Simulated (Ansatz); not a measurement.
## How the vibrations of CdAg change with volume

Computed with DFT LDA, scalar-relativistic, plane waves, PAW (Ansatz). Cutoff 420 eV, 12×12×12 k-points (Γ-centred), Fermi-Dirac smearing of 0.15 eV. No spin polarisation. Phonons by linear response, acoustic sum rule imposed.

The cell, relaxed at this level:
```
Cd Ag
1.0
     3.26452    0.00000    0.00000
     0.00000    3.26452    0.00000
     0.00000    0.00000    3.26452
Cd Ag
1 1
Direct
  0.50000 0.50000 0.50000
  0.00000 0.00000 0.00000
```

In a metal, frequencies depend on the k mesh and the smearing, soft modes most.

Cells at 0.98 and 1.02 times the equilibrium volume were relaxed in shape and atoms; γ = −d ln ν / d ln V, modes matched by rank.

Problem. Give the optical frequencies at Γ (cm⁻¹) at the three volumes and the mode Grüneisen parameters.

Solution.
| 0.98 V | V | 1.02 V | γ | degeneracy |
| --- | --- | --- | --- | --- |
| 152 | 144 | 137 | 2.65 | 3 |

Problem. What pressures hold the two strained cells, and what bulk modulus follows?

Solution. 2.39 GPa at 0.98 V and -2.11 GPa at 1.02 V, so B = −dP/d ln V ≈ 113 GPa.